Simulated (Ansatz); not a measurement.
Input file for Ansatz (an electronic-structure program):

Ansatz 0.2 input:
```yaml
crystal:
  lattice:
    - [0.0, 3.7426873184, 3.7426873184]
    - [3.7426873184, 0.0, 3.7426873184]
    - [3.7426873184, 3.7426873184, 0.0]
  atoms:
    - { symbol: Na, position: [0.0, 0.0, 0.0] }
    - { symbol: Na, position: [0.25, 0.25, 0.25] }
kpoints:
  mp_grid: { grid: [20, 20, 20] }
hamiltonian:
  xc: pbesol
  pseudopotentials: { kind: paw }
scf:
  occupations: { method: fermi_dirac, width: 0.1 }
elastic: { mode: relaxed_ion, stencil: two_point, amplitude: 0.005, f_tol: 0.0005 }
```

Output (shortened):

```
Pseudopotentials: kind: paw
Pseudopotential: Na, paw, valence charge 9
Functional definition: PBEsol
Crystal: 2 atoms, lattice volume = 104.853 Å³
Basis set: ecut = 420 eV, 2085 PW (Γ), exchange–correlation on 72×72×72 points (8 copies of the dense FFT grid, shifted against one another)
Bands: 13, of which v1, the nominal top of the filled ones, is band 9 counted from 1 (8 counted from 0)
Symmetry: 48 space group operations
Space group: Fd-3m (ITA 227), of the structure as read, at distance tolerance 4.7e-5 Å
k-points: 256 of 8000
PAW frozen core: Na, regenerated for the run's functional, and the local potential with it
Initial wavefunctions: pseudopotential atomic-orbital guess
Eigensolver: davidson
Functional: x = pbesol(κ = 0.804, μ = 0.12345679012345678), c = pbesol(β = 0.046)
all-band conjugate gradients solve this SCF's bands
SCF 1 converged in 10 iterations: F = -2951.048681 eV  dr2 = 1.35e-14
density extrapolation: transplant  |δρ|_rms = 2.492e-3 e/Å³  SAD shift = 5.019e-3 e/Å³
Crystal: 2 atoms, lattice volume = 104.329 Å³
Symmetry: 16 space group operations
k-points: 641 of 8000
Initial density: handed on by an earlier stage of this run
Initial wavefunctions: those handed on with the density
SCF 2 converged in 8 iterations: F = -2951.048647 eV  dr2 = 1.58e-14
density extrapolation: first-order (α = -2.000)  |δρ|_rms = 2.494e-3 e/Å³  SAD shift = 4.982e-3 e/Å³
Crystal: 2 atoms, lattice volume = 105.377 Å³
SCF 3 converged in 7 iterations: F = -2951.048715 eV  dr2 = 8.28e-14
Crystal: 2 atoms, lattice volume = 104.852 Å³
Symmetry: 8 space group operations
k-points: 1166 of 8000
Initial wavefunctions: pseudopotential atomic-orbital guess (no wavefunctions were taken with the density)
SCF 4 converged in 11 iterations: F = -2951.048666 eV  dr2 = 7.37e-14
relax step   1: F+E_penalty+E_count = -2951.04866608 eV  Δ(F+E_penalty+E_count) = +0.000e0 eV  max|allowed force component| = 9.165e-3 eV/Å  Δτ_max = 0.0000 Å  (11 SCF iters, accepted)
density extrapolation: transplant  |δρ|_rms = 2.492e-3 e/Å³  SAD shift = 4.342e-3 e/Å³
Crystal: 2 atoms, lattice volume = 104.852 Å³
SCF 5 converged in 8 iterations: F = -2951.048692 eV  dr2 = 1.72e-14
relax step   2: F+E_penalty+E_count = -2951.04869153 eV  Δ(F+E_penalty+E_count) = -2.545e-5 eV  max|allowed force component| = 7.335e-3 eV/Å  Δτ_max = 0.0015 Å  (8 SCF iters, accepted)
density extrapolation: transplant  |δρ|_rms = 2.492e-3 e/Å³  SAD shift = 1.740e-2 e/Å³
Crystal: 2 atoms, lattice volume = 104.852 Å³
SCF 6 converged in 9 iterations: F = -2951.048737 eV  dr2 = 1.86e-14
relax step   3: F+E_penalty+E_count = -2951.04873686 eV  Δ(F+E_penalty+E_count) = -4.534e-5 eV  max|allowed force component| = 9.635e-7 eV/Å  Δτ_max = 0.0062 Å  (9 SCF iters, accepted)
Crystal: 2 atoms, lattice volume = 104.852 Å³
SCF 7 converged in 3 iterations: F = -2951.048737 eV  dr2 = 9.82e-14
Crystal: 2 atoms, lattice volume = 104.852 Å³
SCF 8 converged in 11 iterations: F = -2951.048666 eV  dr2 = 7.09e-14
relax step   1: F+E_penalty+E_count = -2951.04866608 eV  Δ(F+E_penalty+E_count) = +0.000e0 eV  max|allowed force component| = 9.165e-3 eV/Å  Δτ_max = 0.0000 Å  (11 SCF iters, accepted)
density extrapolation: transplant  |δρ|_rms = 2.492e-3 e/Å³  SAD shift = 2.175e-2 e/Å³
Crystal: 2 atoms, lattice volume = 104.852 Å³
SCF 9 converged in 9 iterations: F = -2951.048737 eV  dr2 = 2.93e-14
relax step   2: F+E_penalty+E_count = -2951.04873686 eV  Δ(F+E_penalty+E_count) = -7.078e-5 eV  max|allowed force component| = 2.529e-7 eV/Å  Δτ_max = 0.0077 Å  (9 SCF iters, accepted)
Crystal: 2 atoms, lattice volume = 104.852 Å³
SCF 10 converged in 4 iterations: F = -2951.048737 eV  dr2 = 4.63e-14
SCF converged after 10 iterations
Free energy (F): -2951.048681 eV
Harris-Foulkes:  -2951.048681 eV  (|F-HF|=4.55e-13)
Internal energy: -2951.012597 eV  (E = F + TS)
E sigma→0 (E₀):  -2951.030639 eV
Entropy (-TS):   -0.036085 eV (-18.042 meV/atom)
Fermi energy:    0.438647 eV
--- Per-component energies (eV) ---
  E_band       = -510.696779
  E_kinetic    = 239.794699
  E_local      = -3195.975214  (includes V_loc(G=0)·N_el)
  E_nonlocal   = 231.736625
  E_hartree    = 1194.218891
  E_xc         = -74.543282
  E_vxc        = -96.345723  (∫ρ·V_xc dr)
  E_paw        = -506.982631  (= ΣΔE_a)
  E_vpaw       = -78.344895  (= ΣTr[D̂ρ^β])
  E_aug_tail   = -0.000051  (compensation charges beyond the density's cutoff)
  E_ewald      = -839.371021
  E_core_change = 0.109388  (= ΣΔE_core)
  E_smearing   = -0.036085  (= −TS)
  E_closure    = 0.000000  (closes the sum)
  Σ components = -2951.048681   (vs F -2951.048681, Δ=0.00e0)
--- Forces (eV/Å), atoms counted from 1 ---
  atom   1  Na     0.00000000     0.00000000     0.00000000
  atom   2  Na     0.00000000     0.00000000     0.00000000
  max |Σ_I F_I| component: 2.89e-18 eV/Å
--- Stress (GPa, compression-positive) ---
        0.010541       0.000000       0.000000
        0.000000       0.010541       0.000000
        0.000000       0.000000       0.010541
  P = ⅓ Tr σ = 0.0105 GPa (0.105 kbar)
  The stress holds the Pulay correction. Without it, at fixed plane waves, as pw.x and ABINIT print it: P = 0.0098 GPa
  The stress includes an estimate of the error left by incomplete SCF convergence (largest component  0.0000 GPa; it does not cover the PAW one-centre terms).
--- Band table (eV; the first three rows and the last of 256) ---
  k-point 0: bands = ["-52.7835", "-52.7749", "-24.8826", "-24.8826", "-24.8826", "-24.8444", "-24.8444", "-24.8444", "-2.1651", "5.1346", "5.1346", "5.1346", "5.4475"]
  k-point 1: bands = ["-52.7835", "-52.7749", "-24.8827", "-24.8827", "-24.8825", "-24.8444", "-24.8443", "-24.8443", "-2.1447", "4.7261", "5.0211", "5.0211", "5.5892"]
  k-point 2: bands = ["-52.7834", "-52.7751", "-24.8830", "-24.8830", "-24.8825", "-24.8446", "-24.8440", "-24.8440", "-2.0836", "4.1283", "4.8518", "4.8518", "5.7745"]
  k-point 255: bands = ["-52.7792", "-52.7792", "-24.8907", "-24.8907", "-24.8638", "-24.8638", "-24.8367", "-24.8367", "0.9110", "0.9110", "1.4774", "1.4774", "6.0976"]
  band table: 13 of 13 bands, residual norms ≤ 1.0e-3 eV
--- Elastic constants: 2 strain directions × 2 members + reference (group order 48) ---
  dense FFT box of the reference and of every strained cell: 36×36×36
  strains applied: 11, 23; error gains: componentwise 1.00 (the most a stress slope's error grows in a printed constant), spectral 1.73 (1 for all six strains …
  C = ∂σ_k/∂η_j (tension-positive GPa; Voigt order 11 22 33 23 13 12):
         0.020      4.713      4.713      0.000      0.000      0.000
         4.713      0.020      4.713      0.000      0.000      0.000
         4.713      4.713      0.020      0.000      0.000      0.000
         0.000      0.000      0.000     -6.819      0.000      0.000
         0.000      0.000      0.000      0.000     -6.819      0.000
         0.000      0.000      0.000      0.000      0.000     -6.819
  reference stress σ⁰ (GPa):     -0.011     -0.011     -0.011      0.000      0.000      0.000
  moduli (Voigt/Reuss/Hill, GPa): K = 3.15/3.15/3.15   G = -5.03/-3.87/-4.45   E = -25.24   ν = 1.836
  mechanically stable: NO (min eigenvalue of sym C = -6.82 GPa)
  strain η (Voigt 11):  stress-route row diagonal C_11 = 0.02 GPa, energy-path curvature d²(F+E_count+ΔE)/dδ²/Ω₀ = 0.03 GPa
         δ    σ_11 (GPa)             F (eV)   n_scf  n_hpsi   n_pw
    -5.000e-3      -0.0105       -2951.0486465       8  156944   2085   relax 0 steps, max|allowed force component| 1.39e-17 eV/Å
     5.000e-3      -0.0103       -2951.0487155       7  143011   2089   relax 0 steps, max|allowed force component| 1.39e-17 eV/Å
  strain η (Voigt 23):  stress-route row diagonal C_44 = -6.82 GPa, energy-path curvature d²(F+E_count+ΔE)/dδ²/Ω₀ = -6.80 GPa
         δ    σ_23 (GPa)             F (eV)   n_scf  n_hpsi   n_pw
    -5.000e-3       0.0341       -2951.0487369       3  182118   2085   relax 3 steps, max|allowed force component| 9.64e-7 eV/Å
     5.000e-3      -0.0341       -2951.0487369       4  223417   2085   relax 2 steps, max|allowed force component| 2.53e-7 eV/Å
```

Cost: about 8 core-minutes (a rough figure) on shared cores.

The start of the workflow was typed in or built on a structure type; neither database checked (COD, Materials Project) lists it. It is not the phase usual at ambient conditions (space group No. 229). The cell was relaxed with PBEsol under the symmetry of its start. At this level the phase is mechanically unstable. As this level gives no gap, shear constants depend on the k-mesh and smearing (Fermi–Dirac, 0.1 eV here).

Potentials: the later of the program's two PAW sets.

Ansatz is a plane-wave DFT program.
